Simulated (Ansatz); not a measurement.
A geometry of Na2S away from equilibrium: step 2 of the relaxation of a relaxed Na2S cell with every coordinate shifted by Gaussian noise of σ = 0.45 Å. These are PBE (plane waves to 420 eV, PAW, scalar-relativistic; Ansatz, an electronic-structure program) values and carry that method's errors. Γ-centred k-mesh 6×6×6 on the run's cell (coarser than for final values), Fermi–Dirac smearing 0.05 eV.

```xyz
3
Lattice="0.0112 3.2647 3.2815 3.3236 -0.0148 3.3075 3.3137 3.2808 -0.0049" Properties=species:S:1:pos:R:3:forces:R:3 pbc="T T T" free_energy=-3876.993 pressure_GPa=5.5
Na     0.9315     1.4922     1.2790   -0.0677    1.4354    0.0907
Na     4.6350     5.6045     4.9886   -1.5177   -2.1748   -1.3062
S     -0.5058     0.4997    -0.6441    1.5855    0.7395    1.2155
```

Positions in Å, forces in eV/Å, free energy of the cell in eV (comparable only within this code, potentials and settings). Largest force: 2.96 eV/Å, on Na2 (atoms numbered as listed); the geometry lies 0.38 eV/atom above the end of its relaxation.

No spin polarisation in the result.
